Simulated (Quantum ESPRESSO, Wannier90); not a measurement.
Wannier functions of TlBr (CsCl type)

```
CELL_PARAMETERS angstrom
      3.99991     0.00000     0.00000
      0.00000     3.99991     0.00000
      0.00000     0.00000     3.99991
ATOMIC_POSITIONS crystal
  Tl 0.00000 0.00000 0.00000
  Br 0.50000 0.50000 0.50000
```

Structure: Materials Project mp-22875, symmetrised, not relaxed again. COD (Crystallography Open Database) has an entry of this formula and space group (matched by these alone). Level: PBEsol, spinors with spin-orbit coupling; pw.x of Quantum ESPRESSO at 50 Ry with PseudoDojo potentials, 6×6×6 k-points, Wannier90. Density: 8×8×8 mesh, cold smearing 0.01 Ry.

Base run: 16 functions from bands 1-2,13-40 of the 40 computed, start hydrogen-like Tl: s;p; Br: s;p, centres 0.05 Å off the atoms, frozen window up to 2.71 eV relative to the valence-band maximum, outer window open. Bands 3–6 (Tl 5d 100 %), 7–12 (Tl 5d 99 %) lie between the kept ones and are excluded. Its settings: num_cg_steps = 5, trial_step = 2 and dis_mix_ratio = 0.5 (the program's defaults), conv_tol = 1.0e-6 over 4 steps, num_iter = 800, dis_conv_tol = 1.0e-6, dis_num_iter = 1000. One of them is changed at a time.

```json
[
 {"run": "base", "disentanglement steps": "58", "localisation steps": "247", "Ω_I (Å²)": "22.517", "Ω_total (Å²)": "27.938", "ended": "converged"},
 {"run": "fixed_step = 0.5", "disentanglement steps": "58", "localisation steps": "800", "Ω_I (Å²)": "22.517", "Ω_total (Å²)": "33.133", "ended": "step limit"},
 {"run": "trial_step = 0.5", "disentanglement steps": "58", "localisation steps": "250", "Ω_I (Å²)": "22.517", "Ω_total (Å²)": "27.938", "ended": "converged"},
 {"run": "dis_mix_ratio = 0.2", "disentanglement steps": "153", "localisation steps": "247", "Ω_I (Å²)": "22.517", "Ω_total (Å²)": "27.938", "ended": "converged"}
]
```
